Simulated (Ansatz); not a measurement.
KTaO3:
```xyz
5
Lattice="3.9893 0.0000 0.0000 0.0000 3.9893 0.0000 0.0000 0.0000 3.9893" Properties=species:S:1:pos:R:3 pbc="T T T"
K      1.9947     1.9947     1.9947
Ta     0.0000     0.0000     0.0000
O      0.0000     1.9947     0.0000
O      1.9947     0.0000     0.0000
O      0.0000     0.0000     1.9947
```

The program Ansatz at the r²SCAN level (PAW) gives a gap of 2.64 eV without spin–orbit coupling, maximum at R, minimum at Γ.

**Question.** What happens when spin–orbit coupling is switched on?

**Answer.** The gap falls by 0.15 eV, to 2.49 eV; maximum at R, minimum at Γ.

**Question.** Give the electron effective mass with spin–orbit coupling, band 1 of 2 at the edge.

**Answer.** 0.78 along [100], 0.54 along [110], 0.45 along [111] (mₑ).

**Question.** Give the electron effective mass with spin–orbit coupling, band 2 of 2 at the edge.

**Answer.** 0.28 along [100], 0.33 along [110], 0.38 along [111] (mₑ).

Space group Pm-3m (cubic perovskite). Symmetry was held in the r²SCAN relaxation; phonons on a q-mesh show no instability. The run is not spin-polarised.

Potentials: the earlier of the program's two PAW sets.
